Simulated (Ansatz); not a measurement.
A geometry of TiO2 away from equilibrium: step 4 of the relaxation of a relaxed TiO2 cell, doubled along one cell vector, shaken by Gaussian noise of σ = 0.08 Å a coordinate. Method: r2SCAN (plane waves to 500 eV, PAW, scalar-relativistic; Ansatz, an electronic-structure program). Γ-centred k-mesh 9×5×3 on the run's cell (coarser than for final values), Fermi–Dirac smearing 0.05 eV.

```xyz
12
Lattice="2.9017 -0.0012 -0.0264 -2.9038 5.0219 0.0013 -0.0915 -0.0502 9.8029" Properties=species:S:1:pos:R:3:forces:R:3 pbc="T T T" free_energy=-14577.988 pressure_GPa=1.4
Ti    -0.0056     1.6276     7.3947   -0.2609    0.8021    0.1772
Ti    -1.4563     4.1463     7.3568   -0.2037   -0.0946    0.3421
Ti     1.3204     0.7909     2.4837    0.2260   -0.1941    0.1761
Ti    -0.1334     3.2896     2.4697    0.6169    0.2861   -0.0551
O     -0.3358     1.7579     1.3896   -0.5471   -0.0045    0.0696
O     -1.8158     4.2703     1.3784   -0.5122    0.2580    0.1186
O      1.7485     0.6670     6.2797    0.3751   -0.1713   -0.3648
O      0.2868     3.1821     6.2509    0.2333   -0.3901    0.3834
O      1.2203     0.8271     8.4616   -0.1178    0.0803    0.1391
O     -0.2418     3.3653     8.4861   -0.0847   -0.2320   -0.6674
O      0.0390     1.5304     3.6132    0.2737   -0.2108   -0.5459
O     -1.3817     4.0529     3.5641    0.0013   -0.1292    0.2270
```

Positions in Å, forces in eV/Å, free energy of the cell in eV (comparable only within this code, potentials and settings). Largest force: 0.86 eV/Å, on Ti1 (atoms numbered as listed); the geometry lies 0.45 eV/atom above the end of its relaxation.

No spin polarisation in the result. Without a van der Waals term the distances between weakly bound units are poorly fixed.

The end of the path is a generated cell of TiO2: the first start was made by placing the elements on the sites of a structure type, and the end was not matched to a known phase here, so it may be hypothetical. Known forms of TiO2 include space group No. 61, 136, 141.
